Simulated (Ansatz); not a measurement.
CsLiWO4:
```
CsLiWO4
1.0
   -2.95008     2.95008     4.07989
    2.95008    -2.95008     4.07989
    2.95008     2.95008    -4.07989
Cs Li W O
1 1 1 4
Direct
  0.00000   0.00000   0.00000
  0.75000   0.25000   0.50000
  0.50000   0.50000   0.00000
  0.60931   0.44872   0.30965
  0.55128   0.86093   0.16059
  0.13907   0.29966   0.69035
  0.70034   0.39069   0.83941
```

Cartesian axes are those of the cell as given.

### Question
Give the proper piezoelectric stress tensor with relaxed ions from PBEsol (plane waves, PAW; program Ansatz).

### Answer
In C/m², rows x, y, z, Voigt columns; mesh uncertainty up to 0.01.
```
 0.00   0.00   0.00  -0.05  -0.18   0.00
 0.00   0.00   0.00   0.18  -0.05   0.00
-0.23   0.23   0.00   0.00   0.00  -0.20
```

The elastic tensor of the same run (GPa):

|  | 1 | 2 | 3 | 4 | 5 | 6 |
|---|---|---|---|---|---|---|
| 1 | 48.5 | 13.6 | 15.6 | 0.0 | 0.0 | 3.1 |
| 2 | 13.6 | 48.5 | 15.6 | 0.0 | 0.0 | -3.1 |
| 3 | 15.6 | 15.6 | 29.1 | 0.0 | 0.0 | 0.0 |
| 4 | 0.0 | 0.0 | 0.0 | 3.2 | 0.0 | 0.0 |
| 5 | 0.0 | 0.0 | 0.0 | 0.0 | 3.2 | 0.0 |
| 6 | 3.1 | -3.1 | 0.0 | 0.0 | 0.0 | 14.5 |

### Question
Convert to strain constants d = e·S.

### Answer
In pC/N:
```
  0.0    0.0    0.0  -14.7  -56.3    0.0
  0.0    0.0    0.0   56.3  -14.7    0.0
 -5.7    5.7    0.0    0.0    0.0  -11.4
```

Space group I-4. The workflow started from a Materials Project entry (that database holds measured and hypothetical structures alike); the Crystallography Open Database copy checked does not list it. Its standing as an ambient phase is unchecked. Symmetry was held in the PBEsol relaxation; its stability against distortions is not shown here. No spin polarisation was allowed. No Hubbard U is applied. Spin–orbit coupling is left out wherever it is not named.

Potentials: the later of the program's two PAW sets.
